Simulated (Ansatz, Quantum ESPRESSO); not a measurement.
HgF3: energy against volume and a worked fit

```cif
data_structure
_symmetry_space_group_name_H-M 'Fm-3m'
_symmetry_Int_Tables_number 225
_cell_length_a 5.7263
_cell_length_b 5.7263
_cell_length_c 5.7263
_cell_angle_alpha 90.000
_cell_angle_beta 90.000
_cell_angle_gamma 90.000
_cell_volume 187.77
loop_
_atom_site_label
_atom_site_type_symbol
_atom_site_symmetry_multiplicity
_atom_site_Wyckoff_symbol
_atom_site_fract_x
_atom_site_fract_y
_atom_site_fract_z
_atom_site_occupancy
Hg1 Hg 4 a 0.00000 0.00000 0.00000 1
F1 F 4 b 0.50000 0.00000 0.00000 1
F2 F 8 c 0.25000 0.25000 0.75000 1
```

The cell comes from a database or a generator and needn't be the stable form of this composition.

The cell was scaled at fixed shape and fractions and run with Ansatz, Ansatz PAW, cutoff 420 eV; PBE, k mesh 8 × 8 × 8 on the cell of 4 atoms, fermi-dirac occupations of 0.05 eV, no spin polarisation, no spin-orbit coupling. Energies are those that the program minimises, any entropy of the smearing included. For a metal such a mesh isn't converged to the digits shown.

| V (Å³/atom) | energy over the lowest row (meV/atom) |
| --- | --- |
| 11.0316 | 20.463 |
| 11.2663 | 10.498 |
| 11.5011 | ? |
| 11.7358 | 0.661 |
| 11.9705 | 0.000 |
| 12.2052 | 1.699 |
| 12.4399 | 5.441 |

Q: Fit the third-order Birch-Murnaghan form, give V0, B0 and B′, and predict the energy left open.

A: With y = (V0/V)^(2/3), E = E0 + (9 V0 B0/16) [(y - 1)³ B′ + (y - 1)² (6 - 4y)]. Least squares through the rows shown give V0 = 11.9152 Å³/atom, E0 = -0.067 meV, B0 = 84.31 GPa (1 eV/Å³ = 160.218 GPa) and B′ = 5.81, with a largest miss of 0.008 meV. At V = 11.5011 the form with these constants gives 4.036 meV; the run gave 4.049 meV an atom. Other set-ups at this level, from all their volumes (Å³/atom, GPa): Quantum ESPRESSO, SSSP 1.3 efficiency PBE: V0 11.884, B0 85.76.
